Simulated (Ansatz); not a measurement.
ScAl2:
```
CELL_PARAMETERS angstrom
     -1.55881     1.55881     5.56675
      1.55881    -1.55881     5.56675
      1.55881     1.55881    -5.56675
ATOMIC_POSITIONS crystal
  Sc 0.00000 0.00000 0.00000
  Al 0.32400 0.32400 0.00000
  Al 0.67600 0.67600 0.00000
```

Relaxed with PBEsol. Special points in fractions of this cell's reciprocal vectors: Γ (0.000, 0.000, 0.000); X (0.000, 0.000, 0.500); P (0.250, 0.250, 0.250); N (0.000, 0.500, 0.000); M (0.500, 0.500, -0.500); S (0.270, 0.730, -0.270); S0 (-0.270, 0.270, 0.270); R (-0.039, 0.039, 0.500); G (0.500, 0.500, -0.039).

Q: List the band energies nearest the Fermi level at these points for PBEsol (plane waves, PAW; program Ansatz).

A: In eV from the Fermi level; about four levels below and three above (degenerate sets whole), none deeper than 8.9 eV; points with the same levels are listed once.

| k | below | above |
|---|---|---|
| Γ | -4.49 -3.90 -0.07 | 1.95 1.95 2.04 |
| X | -2.67 -1.50 -1.11 -0.93 | 0.65 1.93 2.73 |
| P | -1.84 -0.56 -0.28 -0.28 | 1.61 3.11 3.11 |
| N | -5.85 -2.92 -2.48 -0.27 | 2.02 2.06 2.46 |
| M | -6.80 -0.59 -0.15 | 0.77 2.34 2.34 |
| S | -5.45 -3.57 -1.94 -0.12 | 1.77 2.04 2.81 |
| R | -2.64 -1.19 -0.97 -0.89 | 0.62 1.75 3.00 |

Space group I4/mmm (MoSi2 or CaC2 type). The cell is a constructed one: a structure type filled with these elements; neither database checked (COD, Materials Project) lists it. Its standing as an ambient phase is unchecked. The cell was relaxed with PBEsol under the symmetry of its start; its stability against distortions is not shown here. No spin polarisation was allowed.

Potentials: the earlier of the program's two PAW sets. The files were generated under PBE; for other functionals the program regenerates the frozen cores, and for LDA and PBEsol the local potential too.
